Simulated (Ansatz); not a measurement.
BaGe:
```
CELL_PARAMETERS angstrom
      2.54386    -6.01325     0.00000
      2.54386     6.01325     0.00000
      0.00000     0.00000     4.32638
ATOMIC_POSITIONS crystal
  Ba 0.13636 0.86364 0.75000
  Ba 0.86364 0.13636 0.25000
  Ge 0.43601 0.56399 0.75000
  Ge 0.56399 0.43601 0.25000
```

Relaxed with r²SCAN. Special points in fractions of this cell's reciprocal vectors: Γ (0.000, 0.000, 0.000); Y (-0.500, 0.500, 0.000); C0 (-0.295, 0.705, 0.000); Σ0 (0.295, 0.295, 0.000); Z (0.000, 0.000, 0.500); A0 (0.295, 0.295, 0.500); E0 (-0.295, 0.705, 0.500); T (-0.500, 0.500, 0.500); S (0.000, 0.500, 0.000); R (0.000, 0.500, 0.500).

List the band energies nearest the Fermi level at these points for DFT-r²SCAN in the program Ansatz with PAW potentials.

In eV from the Fermi level; about four levels below and three above (degenerate sets whole), none deeper than 8.9 eV; points with the same levels are listed once.

| k | below | above |
|---|---|---|
| Γ | -2.00 -1.74 -1.67 -0.59 | 0.87 1.46 1.60 |
| Y | -1.84 -1.34 -0.67 -0.01 | 1.39 1.57 1.95 |
| C0 | -2.80 -2.24 -1.32 -1.25 | 0.50 1.10 1.58 |
| Z | -2.49 -2.49 -1.79 -1.79 | 0.24 0.24 2.95 2.95 |
| A0 | -2.61 -2.61 -0.99 -0.99 | 0.74 0.74 2.49 2.49 |
| T | -2.86 -2.86 -1.43 -1.43 | 0.90 0.90 1.84 1.84 |
| S | -2.91 -2.24 -1.55 -1.19 | 0.73 1.33 1.49 |
| R | -2.43 -2.43 -1.11 -1.11 | 0.62 0.62 3.27 3.27 |

Space group Cmcm. The workflow started from a Materials Project entry (that database holds measured and hypothetical structures alike); the Crystallography Open Database files this formula in space group No. 63, but the cells were not matched. Whether it is the stable phase at ambient conditions was not checked. The r²SCAN relaxation kept the symmetry of its start; whether a distortion lowers the energy is not shown. Spin–orbit coupling is left out wherever it is not named.

Potentials: the later of the program's two PAW sets.
